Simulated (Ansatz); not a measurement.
A relaxed cell of ZrO₂ (P4₂/nmc (No. 137)), relaxed on a k-mesh at least as fine as the one used below. Method: r2SCAN (plane waves to 500 eV, PAW, scalar-relativistic; Ansatz, a quantum-chemistry and plane-wave program). Γ-centred k-mesh 4×7×5 on the run's cell (coarser than for final values), Fermi–Dirac smearing 0.05 eV.

```
CELL_PARAMETERS angstrom
      7.20268     0.00000     0.00000
      0.00000     3.60134     0.00000
      0.00000     0.00000     5.22807
ATOMIC_POSITIONS crystal
  Zr 0.00000 0.00000 0.00000
  Zr 0.50000 0.00000 0.00000
  Zr 0.25000 0.50000 0.50000
  Zr 0.75000 0.50000 0.50000
  O  0.00000 0.50000 0.19679
  O  0.50000 0.50000 0.19679
  O  0.00000 0.50000 0.69679
  O  0.50000 0.50000 0.69679
  O  0.25000 0.00000 0.30321
  O  0.75000 0.00000 0.30321
  O  0.25000 0.00000 0.80321
  O  0.75000 0.00000 0.80321
```

The atoms are displaced by (Å):

| atom | ux | uy | uz |
|---|---|---|---|
| Zr1 | -0.178 | 0.027 | 0.052 |
| Zr2 | 0.002 | 0.005 | -0.065 |
| Zr3 | -0.075 | 0.070 | -0.154 |
| Zr4 | -0.133 | -0.055 | 0.037 |
| O5 | 0.083 | 0.062 | -0.125 |
| O6 | -0.006 | 0.034 | 0.144 |
| O7 | -0.056 | 0.001 | 0.168 |
| O8 | 0.012 | -0.014 | 0.082 |
| O9 | -0.163 | 0.034 | 0.076 |
| O10 | 0.021 | 0.007 | -0.154 |
| O11 | -0.174 | -0.035 | -0.006 |
| O12 | -0.017 | -0.107 | 0.106 |

### Question
What forces (eV/Å) and pressure result?

### Answer
```json
[
 {"atom": "Zr1", "Fx": "4.51", "Fy": "0.61", "Fz": "-1.20"},
 {"atom": "Zr2", "Fx": "-2.79", "Fy": "0.01", "Fz": "0.69"},
 {"atom": "Zr3", "Fx": "-1.66", "Fy": "-0.43", "Fz": "3.31"},
 {"atom": "Zr4", "Fx": "2.80", "Fy": "0.50", "Fz": "-0.26"},
 {"atom": "O5", "Fx": "-0.15", "Fy": "-0.99", "Fz": "3.17"},
 {"atom": "O6", "Fx": "-0.45", "Fy": "-0.25", "Fz": "-1.03"},
 {"atom": "O7", "Fx": "-1.65", "Fy": "-0.42", "Fz": "-3.52"},
 {"atom": "O8", "Fx": "-0.75", "Fy": "-0.26", "Fz": "0.36"},
 {"atom": "O9", "Fx": "1.01", "Fy": "0.64", "Fz": "-1.50"},
 {"atom": "O10", "Fx": "-1.14", "Fy": "0.10", "Fz": "3.19"},
 {"atom": "O11", "Fx": "3.25", "Fy": "-0.04", "Fz": "0.55"},
 {"atom": "O12", "Fx": "-2.98", "Fy": "0.53", "Fz": "-3.76"}
]
```

Pressure +5.2 GPa.

### Question
Estimate the energy cost of the displacement in the harmonic approximation and compare with the calculation.

### Answer
For a harmonic well ΔE = −½ Σ F·u = 2.284 eV a cell, or 190 meV/atom. The calculated energy relative to the undisplaced cell is +0.190 eV/atom, so the harmonic estimate holds well.

No spin polarisation in the result.

The run that gave the undisplaced cell could not lose the symmetry of its start; a randomly shaken copy of 6 atoms returns to this structure.
